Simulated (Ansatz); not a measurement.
Relaxed ZnS (zinc blende):

```xyz
2
Lattice="0.0000 2.7217 2.7217 2.7217 0.0000 2.7217 2.7217 2.7217 0.0000" Properties=species:S:1:pos:R:3 pbc="T T T"
S      4.0826     4.0826     4.0826
Zn     0.0000     0.0000     0.0000
```

Scan: atom 2 (Zn, nearest neighbour S at 2.357 Å; its periodic images, 3.8 Å or more away, move with it) is displaced along Cartesian [110], direction (0.707, 0.707, 0.000) in Cartesian axes, by s. The other atoms stay.

The numbers are results of PBE (plane waves to 420 eV, PAW, scalar-relativistic; Ansatz, a program for electronic structure), not measurements. k mesh 8×8×8 (Γ-centred), Fermi-Dirac smearing 0.05 eV. E stands for the smeared free energy. ZnS was relaxed with its symmetry unable to fall. The zero of ΔE is the undisplaced structure.

| s (Å) | ΔE (meV/cell) |
|---|---|
| -0.710 | 1898 |
| -0.568 | 1094 |
| -0.426 | withheld |
| -0.284 | 231 |
| -0.142 | 55 |
| 0.000 | 0 |
| 0.142 | 55 |
| 0.284 | 231 |
| 0.426 | withheld |
| 0.568 | 1094 |
| 0.710 | 1898 |

Problem. Fit an even polynomial form (powers 2, 4) to the given rows and predict ΔE at s = -0.426.

Solution. Least squares on the 9 given rows: ΔE = (2716)·s² + (2083)·s⁴, in meV/cell with s in Å; root-mean-square residual 1.0 meV/cell. At -0.426 the fit gives 561 meV/cell; the calculation gives 560 meV/cell, so the interpolation is off by 1 (+0.2 %). The quadratic term alone would give 493 meV/cell.

(A displaced cell: forces are minus the slopes of the energy, force constants its curvatures, and phonons follow from these.)
